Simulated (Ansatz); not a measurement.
Here is the system:

ReC:
```cif
data_CRe
_chemical_formula_sum 'Re1 C1'
_space_group_name_H-M_alt 'P 1'
_space_group_IT_number 1
_cell_length_a 3.04836
_cell_length_b 3.04836
_cell_length_c 3.04836
_cell_angle_alpha 60.000
_cell_angle_beta 60.000
_cell_angle_gamma 60.000
loop_
_space_group_symop_operation_xyz
  'x, y, z'
loop_
_atom_site_label
_atom_site_type_symbol
_atom_site_fract_x
_atom_site_fract_y
_atom_site_fract_z
_atom_site_occupancy
Re1 Re 0.00000 0.00000 0.00000 1
C1 C 0.50000 0.50000 0.50000 1
```

This is the PBEsol-relaxed structure.

Question: All from plane-wave PAW PBEsol (Ansatz code), unless another level is named. Estimate the bulk modulus (Birch–Murnaghan fit).

Answer: 397 GPa.

Question: Give the elastic constants (relaxed ions, GPa).

Answer: C11 = 685, C12 = 254, C44 = -75.0.

Question: Next, the highest zone-centre frequency?

Answer: 217 cm^-1.

Space group Fm-3m (rock salt). The start of the workflow was typed in or built on a structure type; neither database checked (COD, Materials Project) lists it. Whether it is the stable phase at ambient conditions was not checked. The PBEsol relaxation kept the symmetry of its start. At this level the phase is mechanically unstable. The run is not spin-polarised. Its formation energy is positive at this level, so the cell may be metastable or incomplete. As this level gives no gap, shear constants depend on the k-mesh and smearing (Fermi–Dirac, 0.1 eV here). As this level gives no gap, phonon frequencies hold no LO–TO term and depend on the k-mesh and smearing (Fermi–Dirac, 0.1 eV here). On the denser mesh and wider smearing of the elastic run this cell carries a stress of 0.4 GPa. Spin–orbit coupling is left out wherever it is not named.

Potentials: the earlier of the program's two PAW sets. The files were generated under PBE; for other functionals the program regenerates the frozen cores, and for LDA and PBEsol the local potential too.
